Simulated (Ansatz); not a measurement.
A vibration from a frozen displacement in ScF3

These are results of DFT r2SCAN, scalar-relativistic, plane waves, PAW in Ansatz 0.2.0, not measurements. The runs took a 500 eV cutoff, a Γ-centred 6×6×6 mesh and Gaussian smearing (0.05 eV). No spin polarisation. Energies are free energies at this smearing, counted from the undisturbed cell; pressure is positive in compression.

Reference structure (as given, not relaxed at this level; it stands at 1.4 GPa):

```
Sc F
1.0
     4.01245    0.00000    0.00000
     0.00000    4.01245    0.00000
     0.00000    0.00000    4.01245
Sc F
1 3
Cartesian
  0.0000 0.0000 0.0000
  2.0062 0.0000 0.0000
  0.0000 2.0062 0.0000
  0.0000 0.0000 2.0062
```

Every F atom is moved by x along the Cartesian unit vector (-1.000, 0.000, 0.000); the cell and all other atoms stay fixed. The cell's volume is 64.60 Å³; the moved atoms weigh 56.995 u together and the others 44.956 u. Some rows repeat others by symmetry and weren't run.

```
  x (Å)  ΔE (meV/cell) total force on the moved atoms along the move (eV/Å) pressure (GPa)
-0.2000         240.22                                                2.8135          3.7772
-0.1750         176.55                                                2.2923          3.1816
-0.1500         125.03                                                1.8394          2.6790
-0.1250          84.09                                                1.4447          2.2635
-0.1000          52.39                                                1.0988          1.9305
-0.0750          28.84                                                0.7904          1.6758
-0.0500          12.62                                                0.5112          1.4958
-0.0250           3.12                                                0.2508          1.3889
 0.0000           0.00                                                0.0000          1.3535
 0.0250           3.12                                               -0.2508          1.3889
 0.0500          12.62                                               -0.5112          1.4958
 0.0750          28.84                                               -0.7904          1.6758
 0.1000          52.39                                               -1.0988          1.9305
 0.1250          84.09                                               -1.4447          2.2635
 0.1500         125.03                                               -1.8394          2.6790
 0.1750         176.55                                               -2.2923          3.1816
 0.2000         240.22                                               -2.8135          3.7772
```

Task: What frequency belongs to this motion?

Result: The force constant is k = −dF/dx = 10.032 eV/Å², from the parabola through x = -0.0250, 0 and 0.0250. In every cell the moved atoms swing against the rest, so the mass is μ = m₁m₂/(m₁ + m₂) = 25.132 u, and ν̃ = 521.5 cm⁻¹ × √(|k|/μ) = 329 cm⁻¹, at this cell's pressure of 1.4 GPa. The pattern needn't be a normal mode: ν̃² is then a weighted mean of the squared nonzero frequencies at the zone centre of this cell, taken without macroscopic field, so it lies between the lowest and the highest of them.

Task: How far does the harmonic law reach?

Result: At x = -0.200 Å, kx²/2 = 200.64 meV against the computed 240.22 meV (+19.7 %): the well stiffens in this direction at large amplitude.

Task: The pressure changes with x². What does that say about the frequency under compression?

Result: With E = k(V)x²/2, k ∝ V^(−2γ) and x scaling with the cell as V^(1/3), P − P0 = −∂E/∂V = (2γ − 2/3) ΔE/V. At x = 0.0500 Å, V(P − P0) = 64.60 × 0.14233 / 160.2 eV = 57.39 meV and ΔE = 12.62 meV, so γ = 1/3 + V(P − P0)/(2ΔE) = 2.61. This is the Grüneisen parameter of the motion under uniform scaling of the cell: shrinking the cell evenly by 1 % in volume raises the frequency by about 2.61 %.